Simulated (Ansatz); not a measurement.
Cu Kα1 powder pattern (kinematic, no thermal factors).
```
2θ (°)  relative intensity
 15.36                   4
 23.13                   4
 31.01                   8
 37.72                  24
 37.93                   4
 39.04                  26
 39.57                   8
 42.68                 100
 44.72                   1
 49.60                   3
 55.41                  14
 58.62                   1
 65.57                   8
 68.10                  18
 72.99                   1
 73.23                  16
 73.95                   2
 76.70                   4
 80.56                   3
 81.39                  19
 81.73                   1
 83.79                  15
 83.87                   2
 86.13                   2
```

The pattern is computed from a structure relaxed with DFT PBE, scalar-relativistic, plane waves, PAW in Ansatz 0.2.0. Collinear spin, ending at 0.0 μB a primitive cell. Its elements are Fe, Pt.

Problem. Give the structure.

Solution. FePt4.
Space group P6_3/mmc (No. 194). a = 2.751 Å, b = 2.751 Å, c = 23.053 Å, α = 90.00°, β = 90.00°, γ = 120.00°
```
atom  site  symmetry       x       y       z
  Fe    2d      -6m2  0.3333  0.6667  0.7500
  Pt    4f       3m. 0.3333  0.6667  0.5523
  Pt    4f       3m. 0.6667  0.3333  0.6583
```

A pattern alone doesn't exclude other cells with like lines; this is the one computed.

The structure comes from a generated guess; another structure or a mixture of phases may lie lower.
